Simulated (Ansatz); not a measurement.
Relax this structure to zero stress and force, keeping its symmetry:

```yaml
crystal:
  lattice:
    - [4.03401, 0.00000, 0.00000]
    - [-2.01700, 3.49355, 0.00000]
    - [0.00000, 0.00000, 4.82074]
  atoms:
    - { symbol: Ga, position: [0.00000, 0.00000, 0.00000] }
    - { symbol: Ga, position: [0.33333, 0.66667, 0.64138] }
    - { symbol: Ga, position: [0.66667, 0.33333, 0.35862] }
    - { symbol: Ni, position: [0.33333, 0.66667, 0.14192] }
    - { symbol: Ni, position: [0.66667, 0.33333, 0.85808] }
```

These are results of DFT r2SCAN, scalar-relativistic, plane waves, PAW (Ansatz 0.2.0), not measurements.

Plane waves to 500 eV, a k mesh through Γ of 12×12×8 on the computed 5-atom cell and Gaussian smearing (0.10 eV); no spin polarisation.

Q: What does it relax to?

A: The volume falls by 0.01 Å³/atom to 13.58 Å³/atom, and the energy falls by 0.9 meV/atom. Final structure:
```cif
data_structure
_symmetry_space_group_name_H-M 'P 1'
_symmetry_Int_Tables_number 1
_cell_length_a 4.0183
_cell_length_b 4.0183
_cell_length_c 4.8557
_cell_angle_alpha 90.000
_cell_angle_beta 90.000
_cell_angle_gamma 120.000
_cell_volume 67.90
loop_
_atom_site_label
_atom_site_type_symbol
_atom_site_fract_x
_atom_site_fract_y
_atom_site_fract_z
_atom_site_occupancy
Ga1 Ga 0.00000 0.00000 0.00000 1
Ga2 Ga 0.33333 0.66667 0.64058 1
Ga3 Ga 0.66667 0.33333 0.35942 1
Ni1 Ni 0.33333 0.66667 0.14200 1
Ni2 Ni 0.66667 0.33333 0.85800 1
```

Cost: 1 run of about 4.9 core-minutes, on Arm Neoverse V2 (shared hosts).